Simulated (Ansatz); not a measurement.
Pd:
```cif
data_Pd4
_chemical_formula_sum 'Pd4'
_space_group_name_H-M_alt 'Fm-3m'
_space_group_IT_number 225
_space_group_name_Hall '-F 4 2 3'
_cell_length_a 3.90731
_cell_length_b 3.90731
_cell_length_c 3.90731
_cell_angle_alpha 90.000
_cell_angle_beta 90.000
_cell_angle_gamma 90.000
loop_
_atom_site_label
_atom_site_type_symbol
_atom_site_symmetry_multiplicity
_atom_site_Wyckoff_symbol
_atom_site_fract_x
_atom_site_fract_y
_atom_site_fract_z
_atom_site_occupancy
Pd1 Pd 4 a 0.00000 0.00000 0.00000 1
```
(The calculation used a cell of 1 atom; values per cell refer to that cell.)

Relaxed with r²SCAN.

Which orbitals make up the states near the Fermi level in DFT-r²SCAN in the program Ansatz with PAW potentials?

Within 0.5 eV of the Fermi level: Pd 4d 93 %, outside the projected shells 7 %. Projections are on Löwdin-orthogonalised atomic valence shells; empty p or d shells of many metals are not among them.

Tabulate the density of states.

States/eV per cell of 1 atom, in 0.25 eV bins, energy from the Fermi level.

```csv
E (eV),total,Pd 4d,Pd 4s
-7.15,0.00,0.00,0.00
-6.90,0.02,0.00,0.00
-6.65,0.05,0.00,0.00
-6.40,0.06,0.00,0.00
-6.15,0.08,0.01,0.00
-5.90,0.10,0.01,0.00
-5.65,0.13,0.03,0.00
-5.40,0.25,0.13,0.00
-5.15,1.00,0.84,0.01
-4.90,1.67,1.50,0.01
-4.65,2.49,2.32,0.01
-4.40,2.11,2.02,0.01
-4.15,1.68,1.64,0.00
-3.90,1.41,1.38,0.00
-3.65,1.65,1.61,0.00
-3.40,1.58,1.53,0.00
-3.15,1.73,1.65,0.00
-2.90,1.89,1.81,0.00
-2.65,2.91,2.79,0.00
-2.40,2.42,2.31,0.00
-2.15,1.65,1.55,0.00
-1.90,1.62,1.54,0.00
-1.65,1.91,1.80,0.00
-1.40,2.04,1.95,0.00
-1.15,1.77,1.69,0.00
-0.90,1.57,1.49,0.00
-0.65,1.57,1.49,0.00
-0.40,1.82,1.73,0.00
-0.15,2.70,2.61,0.00
0.10,1.55,1.44,0.00
0.35,0.41,0.29,0.00
0.60,0.21,0.08,0.00
0.85,0.21,0.07,0.00
1.10,0.22,0.06,0.00
1.35,0.23,0.05,0.00
1.60,0.23,0.05,0.00
1.85,0.23,0.04,0.00
2.10,0.24,0.04,0.00
2.35,0.24,0.03,0.00
2.60,0.24,0.03,0.00
2.85,0.24,0.03,0.00
3.10,0.24,0.02,0.00
3.35,0.24,0.02,0.00
3.60,0.24,0.02,0.00
3.85,0.24,0.02,0.00
4.10,0.24,0.01,0.00
4.35,0.24,0.01,0.00
4.60,0.23,0.01,0.00
4.85,0.22,0.01,0.00
```

The cell was relaxed with r²SCAN under the symmetry of its start. The run is not spin-polarised. Spin–orbit coupling is left out wherever it is not named.

Potentials: the later of the program's two PAW sets.
